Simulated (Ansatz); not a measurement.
Trial structure of KW₄, not yet relaxed:

```yaml
crystal:
  lattice:
    - [4.72579, 0.00000, 0.00000]
    - [0.00000, 4.72579, 0.00000]
    - [0.00000, 0.00000, 4.72579]
  atoms:
    - { symbol: K, position: [0.50000, 0.50000, 0.50000] }
    - { symbol: W, position: [0.00000, 0.50000, 0.50000] }
    - { symbol: W, position: [0.50000, 0.00000, 0.50000] }
    - { symbol: W, position: [0.50000, 0.50000, 0.00000] }
    - { symbol: W, position: [0.00000, 0.00000, 0.00000] }
```

Method: DFT PBE, scalar-relativistic, plane waves, PAW in Ansatz. Plane waves to 420 eV, a k mesh through Γ of 4×4×4 on the computed 5-atom cell and Gaussian smearing (0.10 eV); no spin polarisation.

Formation energies are uncorrected and refer to the elements' standard structures at the same level.

**Question.** What does a single point on this coarse mesh give?

**Answer.** The pressure is -20.4 GPa (it wants to contract), the largest force is 0.00 eV/Å (symmetry fixes the atoms), and the energy is +3.92 eV/atom against the elements. The shortest distance is 2.36 Å.

**Question.** How much does it gain on relaxing, and where does it end?

**Answer.** Relaxing gains about 0.33 eV/atom (the start's value is from the coarse mesh, so the gain is rough) in 10 ionic steps and ends at +3.59 eV/atom on the finer mesh. The symmetry stays Pm-3m (No. 221). The volume per atom shrinks by 18.0 %, from 21.1 to 17.3 Å³. The shortest distance goes from 2.36 Å (K–W) to 2.21 Å (K–W). Conventional cell: a = 4.424 Å. K has 6 W at 2.21 Å, 8 W at 3.83 Å and 6 K at 4.42 Å; W on a site of symmetry 4/mmm has 2 K at 2.21 Å and 12 W at 3.13 Å; around W on a site of symmetry m-3m lie 12 W at 3.13 Å and 8 K at 3.83 Å.

The last run used an 8×8×8 mesh for its 5-atom cell and Gaussian smearing of 0.10 eV. Spin–orbit coupling, which can matter for W, is left out. The relaxation can't lower the symmetry of the start. Symmetry constrained the relaxation, so the result can be a saddle point.
